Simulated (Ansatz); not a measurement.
Consider the following.

I:
Space group Fm-3m (No. 225); a = b = c = 5.1681 Å, α = β = γ = 90.00°

```csv
atom,site,symmetry,x,y,z
I,4a,m-3m,0.0000,0.0000,0.0000
```
(The calculation used a cell of 1 atom; values per cell refer to that cell.)

This is the r²SCAN+D4-relaxed structure.

Question: All from DFT-r²SCAN+D4 in the program Ansatz with PAW potentials, unless another level is named. Give the bulk modulus (Birch–Murnaghan fit).

Answer: 27.6 GPa.

Question: Predict the elastic constants (relaxed ions, GPa).

Answer: C11 = 7.7, C12 = 37.2, C44 = -14.4.

The cell is a constructed one: a structure type filled with these elements; neither database checked (COD, Materials Project) lists it. It is not the phase usual at ambient conditions (space group No. 64). The cell was relaxed with r²SCAN+D4 under the symmetry of its start. At this level the phase is mechanically unstable. With an odd number of electrons in the cell and no spin polarisation, the count alone makes it a metal. As this level gives no gap, shear constants depend on the k-mesh and smearing (Fermi–Dirac, 0.1 eV here). Scalar-relativistic: spin–orbit coupling is off unless named, which matters more the heavier the elements.

Potentials: the later of the program's two PAW sets.
